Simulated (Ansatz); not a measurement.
### Question
Each is relaxed and computed with the program Ansatz at the PBE level (PAW). Which is the only metal?
A) Cr3NiC, anti-perovskite
B) B2CO, chalcopyrite
C) SiC, zinc blende
D) ScSnCN, P3m1 (Sc on 1b, Sn on 1c, C on 1b, N on 1c)

### Answer
A, Cr3NiC, anti-perovskite. Cr3NiC: metal; B2CO: gap 2.94 eV (indirect); SiC: gap 1.37 eV (indirect); ScSnCN: gap 1.81 eV (direct). Typed or built starts, not in the databases checked: Cr3NiC, anti-perovskite; B2CO, chalcopyrite; ScSnCN, P3m1 (Sc on 1b, Sn on 1c, C on 1b, N on 1c). Began spin-polarised and lost the moments: Cr3NiC, anti-perovskite. All cells were relaxed under the symmetry of their starts (and spin orders); stability against distortions was not tested throughout. Named crystals with no word on spin ran without spin polarisation. Spin–orbit coupling is left out wherever it is not named.

Potentials: the earlier of the program's two PAW sets.
